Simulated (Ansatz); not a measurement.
**Structure relaxation, ZrCu**

The relaxed structure here is a generated cell of ZrCu: the first start was made by placing the elements on the sites of a structure type, and the end was not matched to a known phase here, so it may be hypothetical.

The start is a generated cell, ZrCu built in the AFLOW prototype AB_tP8_136_g_f (as in BeO). A full variable-cell relaxation at zero pressure is run with PBE (plane waves to 420 eV, PAW, scalar-relativistic; Ansatz, a first-principles code). The first steps use a coarse 5×5×9 k-mesh.

Initial structure:
```yaml
crystal:
  lattice:
    - [6.21958, 0.00000, 0.00000]
    - [0.00000, 6.21958, 0.00000]
    - [0.00000, 0.00000, 3.58771]
  atoms:
    - { symbol: Zr, position: [0.33600, 0.66400, 0.00000] }
    - { symbol: Zr, position: [0.83600, 0.83600, 0.50000] }
    - { symbol: Zr, position: [0.16400, 0.16400, 0.50000] }
    - { symbol: Zr, position: [0.66400, 0.33600, 0.00000] }
    - { symbol: Cu, position: [0.31000, 0.31000, 0.00000] }
    - { symbol: Cu, position: [0.81000, 0.19000, 0.50000] }
    - { symbol: Cu, position: [0.19000, 0.81000, 0.50000] }
    - { symbol: Cu, position: [0.69000, 0.69000, 0.00000] }
```

Energy released: about 2.0 eV/atom
Band gap at the end: no gap (metallic)
Optimiser moves: 33

Final values are on a 9×9×9 k-mesh of the relaxed cell. The start holds a very short contact (Zr–Cu 2.21 Å). No spin polarisation in the result.

The run could not lower the symmetry of its start; a shaken copy of this end point relaxes with PBE to C2/m (No. 12), 0.27 eV/atom lower.
